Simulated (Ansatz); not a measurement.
Relaxed candidate structures of SiW:

**A**
```
CELL_PARAMETERS angstrom
      2.79772     0.00000     0.00000
     -1.39886     2.42290     0.00000
      0.00000     0.00000     9.23455
ATOMIC_POSITIONS crystal
  Si 0.66667 0.33333 0.94921
  Si 0.33333 0.66667 0.44921
  W  0.66667 0.33333 0.67599
  W  0.33333 0.66667 0.17599
```

**B**
```
SiW
1.0
    0.00000     2.49892     2.49892
    2.49892     0.00000     2.49892
    2.49892     2.49892     0.00000
Si W
1 1
Direct
  0.00000   0.00000   0.00000
  0.50000   0.50000   0.50000
```

**C**
```
SiW
1.0
    5.33866     0.00000     0.00000
   -2.66933     4.62341     0.00000
    0.00000     0.00000     4.19759
W Si
3 3
Cartesian
  2.66933   0.00000   0.00000
  1.33466   2.31170   0.00000
 -1.33466   2.31170   0.00000
  0.00000   0.00000   0.00000
  0.00000   3.08227   2.09879
  2.66933   1.54114   2.09879
```

**D**
```
CELL_PARAMETERS angstrom
      3.03724     0.00000     0.00000
      0.00000     3.03724     0.00000
      0.00000     0.00000     3.03724
ATOMIC_POSITIONS crystal
  Si 0.00000 0.00000 0.00000
  W  0.50000 0.50000 0.50000
```

**E**
```
SiW
1.0
   -1.53307     2.00605     2.49250
    1.53307    -2.00605     2.49250
    1.53307     2.00605    -2.49250
Si W
1 1
Direct
  0.50000   0.50000   0.00000
  0.00000   0.00000   0.00000
```

**F**
```cif
data_Si2W2
_chemical_formula_sum 'W2 Si2'
_space_group_name_H-M_alt 'P 1'
_space_group_IT_number 1
_cell_length_a 5.84239
_cell_length_b 5.84239
_cell_length_c 5.84239
_cell_angle_alpha 146.706
_cell_angle_beta 146.706
_cell_angle_gamma 47.799
loop_
_space_group_symop_operation_xyz
  'x, y, z'
loop_
_atom_site_label
_atom_site_type_symbol
_atom_site_fract_x
_atom_site_fract_y
_atom_site_fract_z
_atom_site_occupancy
W1 W 0.99569 0.99569 0.00000 1
W2 W 0.74569 0.24569 0.50000 1
Si1 Si 0.42031 0.42031 0.00000 1
Si2 Si 0.17031 0.67031 0.50000 1
```

Q: Rank these by energy per atom (lowest first), as r2SCAN (plane waves to 500 eV, PAW, scalar-relativistic; Ansatz, an electronic-structure program) gives it.

A: F (reference), C (+0.26 eV/atom), D (+0.29 eV/atom), A (+0.65 eV/atom), E (+0.69 eV/atom), B (+0.73 eV/atom)

1 run with a doubtful electronic state, a coarser numerical grid, an end not at rest or a source that can't be used is left out. Each run could gain symmetry but not lose that of its start, so entries can be saddle points. All of these are generated cells (placed on structure types, drawn at random, substituted or restacked) that were not matched to a known phase here. The real structure of this composition may not be among these, and whether this composition forms is not checked here. Static energies at zero pressure. No spin polarisation in the result. A magnetic state may lie lower.
